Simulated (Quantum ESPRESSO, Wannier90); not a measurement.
## Wannier functions of Mg (bcc (W type), model phase)

```
begin unit_cell_cart
ang
   -1.7727650000    1.7727650000    1.7727650000
    1.7727650000   -1.7727650000    1.7727650000
    1.7727650000    1.7727650000   -1.7727650000
end unit_cell_cart
begin atoms_frac
Mg   0.0000000000  0.0000000000  0.0000000000
end atoms_frac
```

Cell from Materials Project (mp-110), symmetrised, no further relaxation. This isn't the element's usual structure (hcp); take it as a model of another phase. Computed values, not measurements, from PBEsol: Quantum ESPRESSO (norm-conserving PseudoDojo potentials, cutoff 68 Ry, no spin polarisation, no spin-orbit coupling) on a Γ-centred 12×12×12 mesh, then Wannier90. Density: 16×16×16 mesh, cold smearing 0.01 Ry.

A tight-binding model is made by disentanglement and projection with no localisation steps (num_iter = 0), so the 4 orbitals stay atom-like: hydrogen-like Mg: s;p, axes along x, y, z; frozen window up to 1.50 eV relative to the Fermi level. It follows pw.x to 23 meV rms for states up to 1.0 eV relative to the Fermi level. Matrix elements depend on this choice of orbitals and windows.

**Question.** What are the on-site energies relative to the Fermi level, and how fast do the hoppings decay?

**Answer.** 
```json
[
 {"atom": "Mg1", "orbitals": "s", "energy (eV)": "1.14"},
 {"atom": "Mg1", "orbitals": "pz px py", "energy (eV)": "5.93"}
]
```

| distance of the centres (Å) | largest modulus (eV) |
|---|---|
| 3–4 | 1.3 |
| 5–6 | 0.19 |
| 6–7 | 0.19 |
| 7–8 | 0.19 |
| 8–9 | 0.015 |
| 9–10 | 0.035 |
| 10–11 | 0.021 |
| 11–12 | 0.0050 |
| 12–13 | 0.0029 |
